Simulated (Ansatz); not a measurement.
Ta$_{2}$SiB$_{2}$:
```xyz
5
Lattice="3.1343 0.0000 0.0000 -1.5672 2.7144 0.0000 0.0000 0.0000 6.9154" Properties=species:S:1:pos:R:3 pbc="T T T"
Ta     0.0000     1.8096     5.0273
Ta     0.0000     1.8096     1.8881
Si     0.0000     0.0000     0.0000
B      0.0000     0.0000     3.4577
B      1.5672     0.9048     3.4577
```

Relaxed with PBEsol. Special points in fractions of this cell's reciprocal vectors: Γ (0.000, 0.000, 0.000); M (0.500, 0.000, 0.000); K (0.333, 0.333, 0.000); A (0.000, 0.000, 0.500); L (0.500, 0.000, 0.500); H (0.333, 0.333, 0.500).

### Question
List the band energies nearest the Fermi level at these points for DFT-PBEsol in the program Ansatz with PAW potentials.

### Answer
In eV from the Fermi level; about four levels below and three above (degenerate sets whole), none deeper than 8.9 eV; points with the same levels are listed once.

```json
[
 {"k": "Γ", "below": "-0.76 -0.76 -0.24 -0.24", "above": "1.81 2.13 2.13"},
 {"k": "M", "below": "-4.83 -4.08 -3.49 -2.04", "above": "0.66 1.35 2.57"},
 {"k": "K", "below": "-3.62 -3.23 -2.83 -0.93", "above": "1.40 1.40 2.61"},
 {"k": "A", "below": "-0.54 -0.54 -0.45 -0.45", "above": "0.76 1.59 1.59"},
 {"k": "L", "below": "-3.67 -3.64 -2.09 -0.44", "above": "1.28 2.77 3.43"},
 {"k": "H", "below": "-3.66 -3.64 -3.44 -1.42", "above": "2.02 3.50 3.54"}
]
```

Space group P-6m2. The start of the workflow was typed in or built on a structure type; neither database checked (COD, Materials Project) lists it. Its standing as an ambient phase is unchecked. Symmetry was held in the PBEsol relaxation; whether a distortion lowers the energy is not shown. The run is not spin-polarised. Scalar-relativistic: spin–orbit coupling is off unless named, which matters more the heavier the elements.

Potentials: the earlier of the program's two PAW sets. The files were generated under PBE; for other functionals the program regenerates the frozen cores, and for LDA and PBEsol the local potential too.
